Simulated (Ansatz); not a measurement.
Theory: DFT PBE, scalar-relativistic, plane waves, PAW in Ansatz 0.2.0. The screen uses 420 eV, coarse Γ-centred meshes (up to 0.6 Å⁻¹ on the start cell), Gaussian smearing of 0.15 eV, tolerances of 0.08 eV/Å and 0.8 GPa and 16 steps at most, with the symmetry of each start kept. Magnetic atoms start with parallel moments. Energies are free energies per atom, good to about 0.1 eV/atom between metallic cells, end volumes are rough, and groups of ends are read at 0.1 Å.

Two trial cells of Na3YbGeSe, not yet relaxed:

A.

```cif
data_structure
_symmetry_space_group_name_H-M 'P4mm'
_symmetry_Int_Tables_number 99
_cell_length_a 4.2948
_cell_length_b 4.2948
_cell_length_c 8.5227
_cell_angle_alpha 90.000
_cell_angle_beta 90.000
_cell_angle_gamma 90.000
_cell_volume 157.20
loop_
_atom_site_label
_atom_site_type_symbol
_atom_site_symmetry_multiplicity
_atom_site_Wyckoff_symbol
_atom_site_fract_x
_atom_site_fract_y
_atom_site_fract_z
_atom_site_occupancy
Na1 Na 1 a 0.00000 0.00000 0.51971 1
Na2 Na 2 c 0.50000 0.00000 0.66886 1
Yb1 Yb 1 b 0.50000 0.50000 0.94399 1
Ge1 Ge 1 a 0.00000 0.00000 0.23260 1
Se1 Se 1 a 0.00000 0.00000 0.81074 1
```

B.

```cif
data_structure
_symmetry_space_group_name_H-M 'P3m1'
_symmetry_Int_Tables_number 156
_cell_length_a 3.9934
_cell_length_b 3.9934
_cell_length_c 9.9568
_cell_angle_alpha 90.000
_cell_angle_beta 90.000
_cell_angle_gamma 120.000
_cell_volume 137.51
loop_
_atom_site_label
_atom_site_type_symbol
_atom_site_symmetry_multiplicity
_atom_site_Wyckoff_symbol
_atom_site_fract_x
_atom_site_fract_y
_atom_site_fract_z
_atom_site_occupancy
Na1 Na 1 c 0.66667 0.33333 0.82389 1
Na2 Na 1 b 0.33333 0.66667 0.16931 1
Na3 Na 1 a 0.00000 0.00000 0.49386 1
Yb1 Yb 1 b 0.33333 0.66667 0.66341 1
Ge1 Ge 1 a 0.00000 0.00000 0.99943 1
Se1 Se 1 c 0.66667 0.33333 0.35009 1
```

Problem. Which is lower as given, and which after relaxing?

Solution. As given, B is lower by 0.26 eV/atom. Relaxed, B is lower by 0.20 eV/atom, so the order holds. A goes from P4mm at 26.2 Å³/atom to P4mm at 29.9 Å³/atom and gains 0.84 eV/atom. B goes from P3m1 at 22.9 Å³/atom to P3m1 at 24.6 Å³/atom and gains 0.78 eV/atom. The closest pair in A goes from Na–Ge at 2.45 Å to Ge–Se at 2.72 Å. The closest pair in B goes from Na–Se at 2.71 Å to Na–Ge at 2.83 Å. At the end: counting Ge or Se atoms around Na and Yb (for each partner element, those within 1.25 times its shortest distance or 1.15 times the sum of covalent radii, where it is the nearest in units of that sum or under 1.3; a plus sign parts groups by distance over the sum of covalent radii; a slash parts the counts of unlike sites), A has Na 1/2, Yb 8 and B has Na 3+1+1/6, Yb 6.

The 4f shell of Yb is treated without a Hubbard U. The starting moments died out in these cells; another start or a finer mesh might hold them.
